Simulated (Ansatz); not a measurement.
ZrTa (CsCl type, Pm-3m) at seven volumes, plane-wave PAW r²SCAN (Ansatz code), scaled uniformly. One row is withheld.

| V (Å³/atom) | P (GPa) |
|---|---|
| 18.440 | 14.77 |
| 19.048 | 9.31 |
| 19.656 | 4.38 |
| 20.264 | 0.00 |
| 20.872 | ? |
| 21.480 | -7.10 |
| 22.087 | -9.96 |

Problem. Fit the shown pressures and predict the withheld one.

Solution. Third-order Birch–Murnaghan: P = (3/2)B₀(x^(7/2) − x^(5/2))[1 + (3/4)(B′ − 4)(x − 1)] with x = (V₀/V)^(2/3). Least squares on the six rows gives V₀ = 20.272 Å³/atom, B₀ = 134.2 GPa, B′ = 3.26. At V = 20.872, x = 0.9807 and P = -3.73 GPa. The run itself gave -3.81 GPa.

The start of the workflow was typed in or built on a structure type; neither database checked (COD, Materials Project) lists it. Whether it is the stable phase at ambient conditions was not checked. The r²SCAN relaxation kept the symmetry of its start; whether a distortion lowers the energy is not shown. No spin polarisation was allowed. Its formation energy is positive at this level, so the cell may be metastable or incomplete. Scalar-relativistic: spin–orbit coupling is off unless named, which matters more the heavier the elements.

Potentials: the later of the program's two PAW sets.
